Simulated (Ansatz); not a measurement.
CsLiWO₄:
```
CELL_PARAMETERS angstrom
     -2.95008     2.95008     4.07989
      2.95008    -2.95008     4.07989
      2.95008     2.95008    -4.07989
ATOMIC_POSITIONS crystal
  Cs 0.00000 0.00000 0.00000
  Li 0.75000 0.25000 0.50000
  W  0.50000 0.50000 0.00000
  O  0.60931 0.44872 0.30965
  O  0.55128 0.86093 0.16059
  O  0.13907 0.29966 0.69035
  O  0.70034 0.39069 0.83941
```

Tensor components refer to the Cartesian frame of this cell.

Question: Give the high-frequency dielectric tensor and the Born effective charge tensors of the independent atoms from DFPT, PBEsol in the plane-wave PAW code Ansatz.

Answer: 
ε∞:
```
2.59  0.00  0.00
0.00  2.59  0.00
0.00  0.00  2.60
```
Z* of atom 1 (Cs), rows: field, columns: displacement, in e:
```
 1.35  -0.04   0.00
 0.04   1.35   0.00
 0.00   0.00   1.35
```
Z* of atom 2 (Li), rows: field, columns: displacement, in e:
```
 1.31   0.19   0.00
-0.19   1.31   0.00
 0.00   0.00   1.26
```
Z* of atom 3 (W), rows: field, columns: displacement, in e:
```
 3.15  -0.03   0.00
 0.03   3.15   0.00
 0.00   0.00   3.19
```
Z* of atom 4 (O), rows: field, columns: displacement, in e:
```
-0.88  -0.45   0.18
-0.39  -2.03   0.90
 0.20   0.93  -1.45
```

Static charges for comparison (Bader): Cs1 +0.88, Li2 +0.89, W3 +2.76, O4 -1.13 e. Born charges measure polarisation by displacement and can exceed these by far.

Space group I-4. The first step of the workflow began from a Materials Project structure, measured or hypothetical; the Crystallography Open Database copy checked does not list it. Its standing as an ambient phase is unchecked. The cell was relaxed with PBEsol under the symmetry of its start; whether a distortion lowers the energy is not shown. The run is not spin-polarised. No Hubbard U is applied. Spin–orbit coupling is left out wherever it is not named.

Potentials: the later of the program's two PAW sets.
